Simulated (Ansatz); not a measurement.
ZrC (rock salt, Fm-3m) under volume change, DFT-PBE in the program Ansatz with PAW potentials, scaled uniformly.

```csv
V (Å³/atom),E − E(relaxed) (meV/atom),P (GPa)
11.874,86.0,25.40
12.265,36.2,15.61
12.657,8.6,7.21
13.048,0.0,0.00
13.439,7.8,-6.19
13.831,29.5,-11.51
14.222,63.4,-16.06
```

Question: What does a third-order Birch–Murnaghan fit give for V₀, B₀ and B′?

Answer: V₀ = 13.05 Å³/atom, B₀ = 222 GPa, B′ = 4.1.

Symmetry was held in the PBE relaxation; of distortions, only those at the zone centre were tested. No spin polarisation was allowed.

Potentials: the later of the program's two PAW sets.
